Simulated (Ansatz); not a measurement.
Nb5SiB2:
```
Nb5SiB2
1.0
   -3.12398     3.12398     5.82032
    3.12398    -3.12398     5.82032
    3.12398     3.12398    -5.82032
Nb Si B
10 2 4
Direct
  0.00000   0.00000   0.00000
  0.50000   0.50000   0.00000
  0.80701   0.30701   0.83918
  0.19299   0.69299   0.16082
  0.30701   0.46783   0.50000
  0.69299   0.53217   0.50000
  0.46783   0.96783   0.16082
  0.53217   0.03217   0.83918
  0.96783   0.80701   0.50000
  0.03217   0.19299   0.50000
  0.25000   0.25000   0.00000
  0.75000   0.75000   0.00000
  0.11238   0.61238   0.72476
  0.88762   0.38762   0.27524
  0.61238   0.88762   0.50000
  0.38762   0.11238   0.50000
```

Relaxed with r²SCAN. Special points in fractions of this cell's reciprocal vectors: Γ (0.000, 0.000, 0.000); X (0.000, 0.000, 0.500); P (0.250, 0.250, 0.250); N (0.000, 0.500, 0.000); M (0.500, 0.500, -0.500); S (0.322, 0.678, -0.322); S0 (-0.322, 0.322, 0.322); R (-0.144, 0.144, 0.500); G (0.500, 0.500, -0.144).

List the band energies nearest the Fermi level at these points for r²SCAN (plane waves, PAW; program Ansatz).

In eV from the Fermi level; about four levels below and three above (degenerate sets whole), none deeper than 8.9 eV; points with the same levels are listed once.

```tsv
k	below	above
Γ	-0.21 -0.11 -0.03 -0.03	0.27 1.22 1.22
X	-0.91 -0.82 -0.73 -0.37	0.02 1.00 1.00
P	-0.62 -0.62 -0.32 -0.32	1.47 1.47 1.64 1.64
N	-0.61 -0.61 -0.19 -0.19	1.13 1.13 1.70 1.70
M	-0.20 -0.05 -0.05 -0.01	0.12 0.12 0.54
S	-0.70 -0.53 -0.37 -0.21	0.08 0.80 1.31
R	-0.88 -0.64 -0.64 -0.46	0.05 0.21 0.35
```

Space group I4/mcm. The workflow started from a Materials Project entry (that database holds measured and hypothetical structures alike); the Crystallography Open Database copy checked does not list it. Whether it is the stable phase at ambient conditions was not checked. The r²SCAN relaxation kept the symmetry of its start; whether a distortion lowers the energy is not shown. No spin polarisation was allowed. Scalar-relativistic: spin–orbit coupling is off unless named, which matters more the heavier the elements.

Potentials: the earlier of the program's two PAW sets.
